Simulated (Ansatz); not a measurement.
Trial structures of SiGe2: starts and ends

Theory: DFT PBE, scalar-relativistic, plane waves, PAW (Ansatz 0.2.0). All cells share a 420 eV cutoff and Γ-centred k meshes spaced at most about 0.3 Å⁻¹ (about 0.25 or finer for metals, 2π included). No spin polarisation in the final relaxations.

Each guess was relaxed in cell and atoms at zero pressure, within the symmetry of its start. Temperature and zero-point effects are left out. Coordination counts Ge atoms around Si (those within 1.25 times the shortest such distance or 1.15 times the sum of covalent radii; the shortest distance is added where it is long for a bond).

```tsv
guess	made from	start group	V start (Å³/atom)	end group	V end (Å³/atom)	coordination at the end	gap on mesh (eV)	E over the lowest end (meV/atom)
1	random cell	P6/mmm	19.7	P6/mmm	18.1	Si 12 from 3.1 Å	0	173
2	CuI2 type	P4/mmm	22.6	P4/mmm	18.6	Si 2	0	0
3	random cell	Fm-3m	10.8	Fm-3m (fluorite)	20.1	Si 8	0	84
4	random cell	P6/mmm	22.0	?	?	?	?	?
5	VSb2 type	I4/mcm	14.7	I4/mcm	18.2	Si 8 from 2.8 Å	0	98
6	ScCo2 type	Fd-3m	18.6	Fd-3m (cubic Laves (C15))	19.3	Si 12 from 3.2 Å	0	364
```

Guess 4 as it starts:

```cif
data_structure
_symmetry_space_group_name_H-M 'P6/mmm'
_symmetry_Int_Tables_number 191
_cell_length_a 4.1492
_cell_length_b 4.1492
_cell_length_c 4.4255
_cell_angle_alpha 90.000
_cell_angle_beta 90.000
_cell_angle_gamma 120.000
_cell_volume 65.98
loop_
_atom_site_label
_atom_site_type_symbol
_atom_site_symmetry_multiplicity
_atom_site_Wyckoff_symbol
_atom_site_fract_x
_atom_site_fract_y
_atom_site_fract_z
_atom_site_occupancy
Si1 Si 1 b 0.00000 0.00000 0.50000 1
Ge1 Ge 2 d 0.33333 0.66667 0.50000 1
```

Task: Predict the end of this guess and its energy over the lowest end.

Result: It ends in space group P6/mmm (No. 191), with a = 4.877 Å, c = 2.609 Å, 17.9 Å³/atom and no gap. It lies 15 meV/atom over the lowest end, above guess 2 and below guess 3. Counting Ge atoms around Si, this end has Si 6 from 2.8 Å and the lowest (guess 2) has Si 2.

Space group P6/mmm (No. 191). a = 4.877 Å, b = 4.877 Å, c = 2.609 Å, α = 90.00°, β = 90.00°, γ = 120.00°
```tsv
atom	site	symmetry	x	y	z
Si	1b	6/mmm	0.0000	0.0000	0.5000
Ge	2d	-6m2	0.3333	0.6667	0.5000
```

Energies over the elements count from the elements' standard structures at the same level, with no fitted energy shifts.

Task: Is the lowest end bound against the elements?

Result: No: its formation energy is +0.31 eV/atom. The separate elements lie lower, so it is unstable against them.

The k mesh leaves some 4 meV/atom of noise in the energy of each metallic cell. Cells relaxed within their symmetry can be saddle points; a later kick test found a lower structure for SiGe2 P6/mmm. A lower structure may well exist outside this small set. Some candidate types were left out of the draw beforehand, so a known form may be missing.
